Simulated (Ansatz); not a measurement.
Polymorphs of ZnCdSe₂, each relaxed with LDA in the plane-wave PAW code Ansatz:

A: P-4m2
a = 4.0713 Å, b = 4.0713 Å, c = 5.8414 Å, α = 90.00°, β = 90.00°, γ = 90.00°

```
atom  site  symmetry       x       y       z
----  ----  --------  ------  ------  ------
Zn      1c      -4m2  0.5000  0.5000  0.5000
Cd      1a      -4m2  0.0000  0.0000  0.0000
Se      2g      2mm.  0.5000  0.0000  0.2734
```

B: R3m
a = b = 4.079 Å, c = 20.191 Å, α = β = 90.00°, γ = 120.00°

```json
[
 {"atom": "Zn", "site": "3a", "symmetry": "3m", "x": "0.0000", "y": "0.0000", "z": "0.5007"},
 {"atom": "Cd", "site": "3a", "symmetry": "3m", "x": "0.0000", "y": "0.0000", "z": "0.9980"},
 {"atom": "Se", "site": "3a", "symmetry": "3m", "x": "0.0000", "y": "0.0000", "z": "0.8697"},
 {"atom": "Se", "site": "3a", "symmetry": "3m", "x": "0.0000", "y": "0.0000", "z": "0.3816"}
]
```

Task: Put the candidates in order of energy per atom at 0 K, lowest first, for LDA.

Result: A (+0 meV/atom), B (+12 meV/atom)

Task: Give each one's gap.

Result: A 0.69 eV; B 0.59 eV.

Standing as an ambient phase not checked: A; B. All cells were relaxed under the symmetry of their starts (and spin orders); stability against distortions was not tested throughout. Scalar-relativistic: spin–orbit coupling is off unless named, which matters more the heavier the elements.

Energies hold the estimated change up to a 700 eV cutoff; steps of a few meV lie near the error of the meshes.

Potentials: the later of the program's two PAW sets.
